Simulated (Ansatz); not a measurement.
**Question.** Name crystals whose computed values (PBEsol (plane waves, PAW; program Ansatz)) fall in these windows: highest Γ mode, no LO–TO term (cm⁻¹) 160 to 210; B₀ by P(V) fit (GPa) 290 to 340.

**Answer.** 

| crystal | highest Γ mode, no LO–TO term (cm⁻¹) | B₀ by P(V) fit (GPa) |
|---|---|---|
| Pt3W, I4/mmm (Pt on 4d, Pt on 2b, W on 2a) | 183 | 317 |
| HfIr3, Cu3Au type | 179 | 306 |
| TaW3, Fm-3m (Ta on 4a, W on 8c, W on 4b) | 205 | 293 |
Others may fit too.

Standing as an ambient phase not checked: Pt3W, I4/mmm (Pt on 4d, Pt on 2b, W on 2a); HfIr3, Cu3Au type; TaW3, Fm-3m (Ta on 4a, W on 8c, W on 4b). Perhaps ordered models of mixed-site phases: TaW3, Fm-3m (Ta on 4a, W on 8c, W on 4b). All cells were relaxed under the symmetry of their starts (and spin orders); stability against distortions was not tested throughout. Rows with no word on spin ran without spin polarisation. Scalar-relativistic: spin–orbit coupling is off unless named, which matters more the heavier the elements.

Potentials: the later of the program's two PAW sets.
